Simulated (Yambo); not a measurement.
GaAs (zinc blende, space group F-43m, No. 216): a test of whether the lowest BSE state is resolved, against the k mesh (Yambo, LDA bands; otherwise 3 valence and 5 conduction bands, static screening with 31 bands and a 4 Ry block, scissor 0.83 eV, Tamm-Dancoff).

```json
[
 {"k mesh": "4×4×4", "direct gap (eV)": "1.33", "lowest state (eV)": "1.32", "difference (eV)": "0.01", "k points taking part": "1.0", "rough cost": "about 1/20"},
 {"k mesh": "6×6×6", "direct gap (eV)": "1.33", "lowest state (eV)": "1.30", "difference (eV)": "0.03", "k points taking part": "1.0", "rough cost": "about 1/4"},
 {"k mesh": "8×8×8", "direct gap (eV)": "1.33", "lowest state (eV)": "1.29", "difference (eV)": "0.04", "k points taking part": "1.0", "rough cost": "1"}
]
```

The last step moves the difference by 0.01 eV. Even the densest mesh doesn't resolve the state: none of these energies is a result, and the difference is no binding energy.

These are vertical excitations (zero momentum). The scissor comes from a G0W0 run whose convergence isn't established; costs are rough.

Spin-orbit splittings are left out.

The standard potentials for As, Ga keep a d shell in the valence without the s and p states of that shell. In tests on such compounds this moved G0W0 gaps by up to about 0.9 eV, so absolute quasiparticle energies here are unreliable; differences between settings are what counts.

Geometry relaxed with LDA; primitive cell a = b = c = 3.9602 Å, α = β = γ = 60.00°.
